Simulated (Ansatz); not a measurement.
# VF$_{3}$: settings compared (Ansatz)

The command:

```bash
ansatz run input.yaml --threads 1 --pin off --max-ram 2560MiB --backend cpu --events-out ev --progress --plain --runs-dir out
```

input.yaml:

```yaml
crystal:
  lattice:
    - [2.5682764, 1.482792, 4.45207335]
    - [-2.5682764, 1.482792, 4.45207335]
    - [0.0, -2.96559393, 4.45207335]
  atoms:
    - { symbol: V, position: [0.0, 0.0, 0.0], spin: 1.6 }
    - { symbol: V, position: [0.5, 0.5, 0.5], spin: -1.6 }
    - { symbol: F, position: [0.6501, 0.8499, 0.25] }
    - { symbol: F, position: [0.25, 0.6501, 0.8499] }
    - { symbol: F, position: [0.8499, 0.25, 0.6501] }
    - { symbol: F, position: [0.3499, 0.1501, 0.75] }
    - { symbol: F, position: [0.75, 0.3499, 0.1501] }
    - { symbol: F, position: [0.1501, 0.75, 0.3499] }
kpoints:
  mp_grid: { grid: [4, 4, 4], shift: [0, 0, 0] }
magnetization:
  spin_polarized: true
scf:
  occupations: { method: fermi_dirac }
hamiltonian:
  pseudopotentials: { kind: paw }
  xc: r2scan
  hubbard:
    projectors: all-electron-ortho-atomic
    sites: [{ species: V, l: d, u_eff: 6.32 }]
basis:
  ecutwfc: 500
output:
  forces: true
  stress: true
  eigenvalues: true
  write_density: true
  write_potential: true
  elf: true
  volumetric_format: npy
```

Origin of the cell: a database entry, scaled a little.

The smearing width isn't typed, so it takes its default of 0.1 eV.

Output of this run (shortened):

```
Warning: crystal.lattice misses the space group found at crystal.symmetry.tolerance 1.0e-5 in a digit that the deck types, which is why this is a warning: making the lattice exact moves one o […]
V: projections on atomic orbitals take those of the free atom [Ne] 3s2 3p6 3d3 4s2, of charge +0.00 (hamiltonian.pseudopotentials.projection_atoms); the dataset's partial waves leave at most […]
F: projections on atomic orbitals take those of the free atom [He] 2s2 2p5, of charge +0.00 (hamiltonian.pseudopotentials.projection_atoms); the dataset's partial waves leave at most 1.6e-8 o […]
Pseudopotentials: kind: paw
Pseudopotential: V, paw, valence charge 13, recommended cutoff 500 eV (meta_gga), V.paw.azcp
Pseudopotential: F, paw, valence charge 7, recommended cutoff 500 eV (meta_gga), F.paw.azcp
Functional definition: r2SCAN
  exchange = r2scan_x(k0 = k0, k1 = k1, a1 = a1)
  correlation = r2scan_c
Crystal: 8 atoms, lattice volume = 101.727 Å³
Basis set: ecut = 500 eV, 2597 PW (Γ), exchange–correlation on 160×160×160 points (64 copies of the dense FFT grid, shifted against one another)
[… 13 lines left out …]
Starting moments: Σ|m| = 3.2 μB on 2 of 8 sites
Starting magnetic order: altermagnet, g-wave, bulk spin-momentum locking; spin-degenerate planes through Γ normal to [0 1 -1], [1 -1 0], [1 0 -1] of the run's lattice
Functional: x = r2scan, c = r2scan; τ floored in thin density (d = 2e-4 eV/Å³)
SCF iter   1: F=—  HF=-10693.004382 eV  Δρ=9.08e-2  dr2=2.71e1  dr2_τ=2.25e-1  dr2_m=1.76e0  M=-0.000 μB ∫|m|=5.082 μB  defer=2
SCF iter   2: F=—  HF=-10690.179071 eV  Δρ=2.80e-2  dr2=3.42e0  dr2_τ=6.95e-2  dr2_m=7.79e-2  M=-0.000 μB ∫|m|=4.692 μB  defer=48  κ⁻¹=1.0e0(r=1)
SCF iter   3: F=—  HF=-10691.534888 eV  Δρ=2.73e-2  dr2=1.44e0  dr2_τ=2.34e-2  dr2_m=2.63e-1  M=0.000 μB ∫|m|=4.526 μB  defer=44  κ⁻¹=1.0e-2(r=2)
SCF iter   4: F=—  HF=-10693.240665 eV  Δρ=1.98e-2  dr2=4.64e-1  dr2_τ=9.00e-3  dr2_m=2.20e-1  M=-0.000 μB ∫|m|=4.364 μB  defer=44  κ⁻¹=6.9e-3(r=3)
SCF iter   5: F=—  HF=-10694.422529 eV  Δρ=1.31e-2  dr2=1.16e-1  dr2_τ=5.26e-3  dr2_m=1.24e-1  M=-0.000 μB ∫|m|=4.272 μB  defer=44  κ⁻¹=2.5e-4(r=4)
[… 11 lines left out …]
SCF iter  17: F=—  HF=-10695.903132 eV  Δρ=1.73e-5  dr2=5.30e-7  dr2_τ=1.62e-8  dr2_m=9.25e-8  M=0.000 μB ∫|m|=4.027 μB  defer=44  κ⁻¹=4.2e-7(r=8)
SCF iter  18: F=—  HF=-10695.903133 eV  Δρ=1.29e-5  dr2=2.70e-7  dr2_τ=6.84e-9  dr2_m=5.81e-8  M=-0.000 μB ∫|m|=4.027 μB  defer=44  κ⁻¹=4.4e-7(r=8)
SCF iter  19: F=—  HF=-10695.903135 eV  Δρ=8.66e-6  dr2=4.94e-8  dr2_τ=2.56e-9  dr2_m=2.95e-8  M=0.000 μB ∫|m|=4.027 μB  κ⁻¹=6.4e-6(r=8)
SCF iter  20: F=—  HF=-10695.903135 eV  Δρ=7.38e-6  dr2=3.24e-8  dr2_τ=1.78e-9  dr2_m=2.30e-8  M=0.000 μB ∫|m|=4.027 μB  κ⁻¹=4.1e-6(r=8)
SCF iter  21: F=-10695.903136 eV  HF=-10695.903136 eV  Δρ=3.89e-6  dr2=1.86e-8  dr2_τ=7.93e-10  dr2_m=4.22e-9  M=0.000 μB ∫|m|=4.027 μB
an SCF along what the orbitals of the run's state read of its open shells (or to have them read: on a GPU, or by another smearing), with 4 of the crystal's symmetry operations given up (36 k- […]
this state was not tested for a lower state beside it, because the mixer in use, unlike msr1, does not test its closes by its own steps (another_mixer; see scf.mixing.algorithm and scf.lower_state_search)
SCF converged after 21 iterations
Magnetization: 0.0000 μB (34.0000 up, 34.0000 down)
Absolute magnetization: 4.0209 μB (∫|ρ↑−ρ↓|, with the PAW one-centre terms)
Spin contamination: 2.0023 ħ² per cell (⟨S²⟩ above its minimum at these occupations)
Per-site moments (μB) at R_I (Å): [(1.551543, 0.793546), (-1.551543, 0.793546), (2.474e-9, 0.793546), (2.474e-9, 0.793546), (2.474e-9, 0.793546), (2.474e-9, 0.793546), (2.474e-9, 0.793546), (2.474e-9, 0.793546)]
Free energy (F): -10695.903136 eV
Harris-Foulkes:  -10695.903136 eV  (|F-HF|=5.79e-8)
Internal energy: -10695.903136 eV  (E = F + TS)
E sigma→0 (E₀):  -10695.903136 eV
Fermi energy:    5.025378 eV
--- Per-component energies (eV) ---
  E_band       = -924.062787
  E_kinetic    = 1915.323115
  E_local      = -6938.146301  (includes V_loc(G=0)·N_el)
  E_nonlocal   = 345.602425
  E_hartree    = 2783.782608
  E_xc         = -726.763038
  E_vxc        = -1061.062881  (∫ρ·V_xc dr)
  E_hubbard    = 4.976948  (on-site DFT+U / exact-exchange correction)
  E_vhub       = -8.155561  (the Hubbard potential's part of the band-sum identity)
  E_paw        = -3460.376818  (= ΣΔE_a)
  E_vpaw       = -820.137326  (= ΣTr[D̂ρ^β])
  E_aug_tail   = 0.006685  (compensation charges beyond the density's cutoff)
  E_vtau       = 74.938371  (kinetic-family band-sum trace: ∫τ·v_τ [+ j·A + Jᵃ·Aᵃ] dr)
  E_ewald      = -4619.588849
  E_core_change = -0.719911  (= ΣΔE_core)
[… 8 lines left out …]
  atom   5  F      0.184887     0.320234    -0.000000
  atom   6  F      0.369774     0.000000     0.000000
  atom   7  F     -0.184887     0.320234     0.000000
  atom   8  F     -0.184887    -0.320234     0.000000
  max |Σ_I F_I| component: 5.55e-17 eV/Å
--- Stress (GPa, compression-positive) ---
        7.883909      -0.000000      -0.000000
        0.000000       7.883909       0.000000
        0.000000       0.000000       7.459044
  P = ⅓ Tr σ = 7.7423 GPa (77.423 kbar)
Occupation matrices written to <dir>
```

The same input was run again with these changes:

1. `hamiltonian.hubbard` { projectors: all-electron-ortho-atomic, sites: [{ species: V, l: d, u_eff: 6.32 }] } → { sites: [{ species: V, l: d, u_eff: 8.0 }], double_counting: fll }
2. `scf.occupations.width` default → 0.01
3. `scf.mixing.algorithm` default → broyden; `scf.mixing.beta` default → 0.7
4. `hamiltonian.pseudopotentials` { kind: paw } → { kind: nc, accuracy: standard }; `basis.ecutrho_ratio` default → 9

| run | end | SCF iterations | P (GPa) | max force component (eV/Å) | gap on mesh (eV) | moment (μB) | ΔE(σ→0) (meV/atom) |
| --- | --- | --- | --- | --- | --- | --- | --- |
| base | converged | 25 | 7.74 | 0.370 | 5.21 | 0.00 | 0 |
| 1 | converged | 24 | 9.23 | 0.431 | 6.08 | 0.00 | – |
| 2 | converged | 24 | 7.74 | 0.370 | 5.21 | 0.00 | 0.00 |
| 3 | converged | 18 | 7.74 | 0.370 | 5.21 | 0.00 | 0.00 |
| 4 | converged | 21 | 2.34 | 0.206 | 5.41 | 0.00 | – |

Energies are compared only where functional, datasets, charge and starting cell are the same.

Caveats of the base run: one start, so the magnetic state may not be the lowest.

Run 4: the cutoff lies below the datasets' advice; the norm-conserving files were made for PBE, not for this functional.

The base run took 110 s of wall time on 1 CPU thread(s) of a shared host, from the program's own first density.
